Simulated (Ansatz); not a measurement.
TiPt (CsCl type, Pm-3m) at seven volumes, plane-wave PAW PBEsol (Ansatz code), scaled uniformly. One row is withheld.

| V (Å³/atom) | P (GPa) |
|---|---|
| 14.100 | 23.49 |
| 14.565 | 14.36 |
| 15.030 | 6.60 |
| 15.494 | 0.00 |
| 15.959 | -5.60 |
| 16.424 | ? |
| 16.889 | -14.37 |

Task: Fit the shown pressures and predict the withheld one.

Result: P = (3/2)B₀(x^(7/2) − x^(5/2))[1 + (3/4)(B′ − 4)(x − 1)] with x = (V₀/V)^(2/3). Least squares on the six rows gives V₀ = 15.495 Å³/atom, B₀ = 202 GPa, B′ = 4.44. At V = 16.424, x = 0.9619 and P = -10.34 GPa. The run itself gave -10.35 GPa.

The workflow started from an entry of the Crystallography Open Database (COD). Whether it is the stable phase at ambient conditions was not checked. The cell was relaxed with PBEsol under the symmetry of its start. At this level the phase is mechanically unstable. The run is not spin-polarised. Spin–orbit coupling is left out wherever it is not named.

Potentials: the later of the program's two PAW sets.
